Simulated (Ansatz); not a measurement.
CrO2:
```
CELL_PARAMETERS angstrom
      4.40411     0.00000     0.00000
      0.00000     4.40411     0.00000
      0.00000     0.00000     2.91164
ATOMIC_POSITIONS crystal
  Cr 0.00000 0.00000 0.00000
  Cr 0.50000 0.50000 0.50000
  O  0.30281 0.30281 0.00000
  O  0.19719 0.80281 0.50000
  O  0.69719 0.69719 0.00000
  O  0.80281 0.19719 0.50000
```
Starting moments (μB, in the order of the atoms Cr Cr O O O O): 2.2 2.2 -0.1 -0.1 -0.1 -0.1.

Relaxed with r²SCAN.

Map the spin density (μB/Å³) on the plane through (0.000, 0.000, 0.000) spanned by u = [0, 0, 1] and v = [1, 1, 0] in lattice vectors, from r²SCAN in the plane-wave PAW code Ansatz.

x is the fraction of u, y of v (the angle between them is 90°; rows are the nearest grid lines); atoms in the plane: Cr at (0.00, 0.00), Cr at (0.50, 0.50), O at (0.00, 0.30), O at (0.00, 0.70).
```
|98531000000013589|
|76431000000013467|
|11110000000001111|
|00000000000000000|
|00000000000000000|
|00000000000000000|
|00000000000000000|
|00000000000000000|
|00000000100000000|
|00000001210000000|
|00000012321000000|
|00001357975310000|
|00001357975310000|
|00000012321000000|
|00000001210000000|
|00000000100000000|
|00000000000000000|
|00000000000000000|
|00000000000000000|
|00000000000000000|
|00000000000000000|
|11110000000001111|
|76431000000013467|
|98531000000013589|
```
Scale: ten equal steps from -0.188 (start of '0') to 3.75 (end of '9'), in the order '0123456789'; x runs from 0.000 to 1.00, y from 0.000 (bottom) to 1.00 (top).

The density is the valence pseudo-density with augmentation charge, so density and ELF within about 1 Å of a nucleus are not all-electron values.

Space group P4_2/mnm (rutile). The cell was relaxed with r²SCAN under the symmetry of its start. Magnetic state: ferromagnetic, chosen from 2 collinear starts compared on coarse meshes (ties went to the first, and starts can fall back to one state), not a proven ground state. Textbook magnetic order: ferromagnetic. Other orbital occupations within this spin state were not tried. No Hubbard U is applied. For itinerant 3d metals, meta-GGAs of the SCAN family and hybrids are commonly reported to give too large moments.

Potentials: the later of the program's two PAW sets.
